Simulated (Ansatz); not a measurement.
## Cd₅B₃O₉F: what a change does to the field gradients

Base: a measured structure from the Crystallography Open Database (COD), ions relaxed with PBE at fixed cell.

```
Cd B O F
1.0
     4.02850   -7.98300    0.00000
     4.02850    7.98300    0.00000
    -0.60212    0.00000    3.39400
Cd B O F
5 3 9 1
Direct
  0.24631 0.24631 0.78989
  0.97242 0.73501 0.07456
  0.73501 0.97242 0.07456
  0.65184 0.29856 0.41736
  0.29856 0.65184 0.41736
  0.95952 0.35329 0.83393
  0.35329 0.95952 0.83393
  0.59705 0.59705 0.46606
  0.89576 0.44066 0.03043
  0.44066 0.89576 0.03043
  0.75867 0.60796 0.51223
  0.60796 0.75867 0.51223
  0.15093 0.43985 0.85030
  0.43985 0.15093 0.85030
  0.42451 0.42451 0.37144
  0.82575 0.17392 0.62720
  0.17392 0.82575 0.62720
  0.04039 0.04039 0.18471
```

Sites (sets of like atoms) are named by element and the number of their first atom in this list.

The numbers come from a DFT calculation in Ansatz (PBE, plane waves and PAW, scalar-relativistic, 420 eV cutoff, Γ-centred 3×3×6 k-points, Fermi–Dirac smearing 0.02 eV).

Gradients in 10²¹ V/m², for some of the sites:

| site | atoms | V_zz base | η base | V_zz variant | η variant |
| --- | --- | --- | --- | --- | --- |
| Cd1 | 1 | 4.74 | 0.31 | 4.78 | 0.42 |
| Cd2 | 2 | 5.30 | 0.91 | 5.15 | 0.96 |
| Cd3 | 3 | 5.30 | 0.91 | 5.36 | 0.93 |
| Cd4 | 4 | 4.51 | 0.06 | 4.61 | 0.04 |
| Cd5 | 5 | 4.51 | 0.06 | 4.48 | 0.05 |
| B6 | 6 | 2.63 | 0.07 | 2.63 | 0.06 |
| B8 | 8 | 2.64 | 0.04 | 2.64 | 0.12 |
| O9 | 9 | -4.92 | 0.93 | -4.94 | 0.94 |
| O11 | 11 | -4.62 | 0.69 | -4.57 | 0.49 |
| O12 | 12 | -4.62 | 0.69 | -4.64 | 0.69 |
| O13 | 13 | -3.67 | 0.96 | -3.70 | 0.94 |
| O14 | 14 | -3.67 | 0.96 | -3.69 | 0.96 |
| O15 | 15 | -8.41 | 0.46 | -8.55 | 0.54 |
| F | 18 | 2.05 | 0.72 | 2.06 | 0.67 |

Q: Which change was made?
A. x stretched by 3 %, ions at fixed fractional positions
B. volume scaled by 1.03, ions at fixed fractional positions
C. atom 8 (B) moved by 0.05 Å along (0.023, -0.019, 0.040) Å
D. volume scaled by 0.95, ions at fixed fractional positions

A: C. It leaves 18 symmetry-distinct sites where the base has 11, which no other option does. The largest change of V_zz is on Cd2, from 5.30 to 5.15. The whole tensor moves most on O15, by 0.73 along its most changed direction. In per cent, |V_zz| changes by -3 to +2 on Cd, 0 on B, -1 to +2 on O, 0 on F (all sites that start above 0.5). Where |V_zz| stays above 0.1, η moves most on O11, from 0.69 to 0.49. The table leaves out 4 of the 18 sites, with |V_zz| up to 7.28; their tensors move by 0.05 at most along any direction. The statements above cover all sites.

Without spin–orbit coupling (the program notes it for Cd) the gradients are little affected as a rule: paired runs on crystals with a gap mostly move them by under 2 % at such atoms.
For the variant: The atoms aren't relaxed after the move (largest force 1.9 eV/Å).
